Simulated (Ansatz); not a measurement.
# TaTiTe₄ as a host for K

Theory: DFT r2SCAN, scalar-relativistic, plane waves, PAW in Ansatz 0.2.0.

Settings: cutoff 500 eV, Γ-centred mesh 12×12×2 on the computed 6-atom cell, Gaussian smearing of 0.10 eV; no spin polarisation for the host; each changed cell takes a mesh and smearing chosen by its own gap and starts from the host's moments or customary ones, or runs without spin. Cells and atoms are relaxed to the nearest stationary point that keeps the symmetry of their start (forces under 0.02 to 0.04 eV/Å, stress under 0.1 to 0.2 GPa); energies are at zero smearing, without zero-point or thermal terms.

Relaxed host (gap on the mesh 0 eV):

```yaml
crystal:
  lattice:
    - [3.76011, 0.00000, 0.00000]
    - [-1.88006, 3.25635, 0.00000]
    - [0.00000, 0.00000, 14.11854]
  atoms:
    - { symbol: Ti, position: [0.00000, 0.00000, 0.50000] }
    - { symbol: Ta, position: [0.00000, 0.00000, 0.00000] }
    - { symbol: Te, position: [0.66667, 0.33333, 0.87419] }
    - { symbol: Te, position: [0.66667, 0.33333, 0.37845] }
    - { symbol: Te, position: [0.33333, 0.66667, 0.62155] }
    - { symbol: Te, position: [0.33333, 0.66667, 0.12581] }
```

Cases: (1) 2 K in a 1×1×1 repeat of the cell, at (0.000 0.000 0.750), (0.000 0.000 0.250) in fractions of that repeat, 2.79 Å from the nearest atom of the relaxed host.

**Question.** Give the energy per K taken from K metal (negative: uptake is favourable), the mean voltage, the swelling and the final surroundings.

**Answer.**
| case | formula | energy per K (eV) | mean voltage (V) | ΔV (%) | principal strains (%) | nearest host atoms of the first K | gap (eV) |
| --- | --- | --- | --- | --- | --- | --- | --- |
| 1 | K2TaTiTe4 | -1.19 | 1.19 | +35.8 | +19.1 +6.8 +6.8 | 6 (Te) from 3.44 Å | 0 |

Each ion keeps what symmetry its start has, so a lower place off a symmetric site can be missed, above all for H.

Voltages count 1 electron per K and hold for the ions inside the host, not for its break-up into other phases.

Relaxed structure of case 1:

```
CELL_PARAMETERS angstrom
4.01478 0.00000 0.00000
-2.00739 3.47690 0.00000
0.00000 0.00000 16.81349
ATOMIC_POSITIONS crystal
Ti 0.00000 0.00000 0.50000
Ta 0.00000 0.00000 0.00000
Te 0.66667 0.33333 0.90202
Te 0.66667 0.33333 0.40358
Te 0.33333 0.66667 0.59642
Te 0.33333 0.66667 0.09798
K 0.00000 0.00000 0.74763
K 0.00000 0.00000 0.25237
```

Spin-orbit coupling is left out. Each cell of TaTiTe4 holds layers, and r2SCAN describes their binding at middle range but leaves out its long-range dispersion part. Spin polarisation was left out, and a magnetic state may lie lower. In K2TaTiTe4 a bond of the host changes by more than 0.6 Å or the volume by a third: the framework has rearranged or swollen or shrunk strongly, and the figure may no longer describe a topotactic step.

Cost: 2 runs of about 15 core-minutes in all, on Intel Xeon Processor @ 2.50GHz (Skylake/Cascade Lake) (shared hosts).